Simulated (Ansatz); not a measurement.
A relaxed structure of La2O3. All values below come from PBEsol (plane waves to 420 eV, PAW, scalar-relativistic; Ansatz, a program for electronic structure).

```
CELL_PARAMETERS angstrom
     -5.64048     5.64048     5.64048
      5.64048    -5.64048     5.64048
      5.64048     5.64048    -5.64048
ATOMIC_POSITIONS crystal
  La 0.50000 0.50000 0.50000
  La 0.50000 0.00000 0.00000
  La 0.00000 0.00000 0.50000
  La 0.00000 0.50000 0.00000
  La 0.25000 0.72107 0.47107
  La 0.75000 0.77893 0.02893
  La 0.47107 0.25000 0.72107
  La 0.02893 0.75000 0.77893
  La 0.72107 0.47107 0.25000
  La 0.77893 0.02893 0.75000
  La 0.75000 0.27893 0.52893
  La 0.25000 0.22107 0.97107
  La 0.52893 0.75000 0.27893
  La 0.97107 0.25000 0.22107
  La 0.27893 0.52893 0.75000
  La 0.22107 0.97107 0.25000
  O  0.52604 0.76724 0.53616
  O  0.73108 0.98988 0.96384
  O  0.76892 0.73276 0.25880
  O  0.97396 0.51012 0.24120
  O  0.53616 0.52604 0.76724
  O  0.96384 0.73108 0.98988
  O  0.25880 0.76892 0.73276
  O  0.24120 0.97396 0.51012
  O  0.76724 0.53616 0.52604
  O  0.98988 0.96384 0.73108
  O  0.73276 0.25880 0.76892
  O  0.51012 0.24120 0.97396
  O  0.47396 0.23276 0.46384
  O  0.26892 0.01012 0.03616
  O  0.23108 0.26724 0.74120
  O  0.02604 0.48988 0.75880
  O  0.46384 0.47396 0.23276
  O  0.03616 0.26892 0.01012
  O  0.74120 0.23108 0.26724
  O  0.75880 0.02604 0.48988
  O  0.23276 0.46384 0.47396
  O  0.01012 0.03616 0.26892
  O  0.26724 0.74120 0.23108
  O  0.48988 0.75880 0.02604
```

### Question
Determine the symmetry and give the standard cell with its independent sites.

### Answer
Space group Ia-3 (No. 206); a = 11.281 Å, b = 11.281 Å, c = 11.281 Å, α = 90.00°, β = 90.00°, γ = 90.00°

```json
[
 {"atom": "La", "site": "8b", "symmetry": ".-3.", "x": "0.2500", "y": "0.2500", "z": "0.2500"},
 {"atom": "La", "site": "24d", "symmetry": "2..", "x": "0.0000", "y": "0.2500", "z": "0.4711"},
 {"atom": "O", "site": "48e", "symmetry": "1", "x": "0.1113", "y": "0.3525", "z": "0.1214"}
]
```

This is the bixbyite type.

### Question
Give the shortest distances between elements (the closest pairs, up to four, under 3.6 Å).

### Answer
La–O 2.39 Å; O–O 3.06 Å.

```json
{
 "volume_per_atom": "17.95 Å³",
 "density": "6.03 g/cm³",
 "band_gap": "3.42 eV, indirect (valence top at H, conduction bottom at Γ) (no spin-orbit coupling)",
 "smallest_direct_gap": "3.59 eV at Γ"
}
```

No spin polarisation in the result.

The run could not lose the symmetry of its start.

The first start was generated by placing the elements on the sites of a structure type. A measured structure of La2O3 has the same space group, Ia-3 (No. 206); the sites were not compared with it. Another known form has space group No. 164.
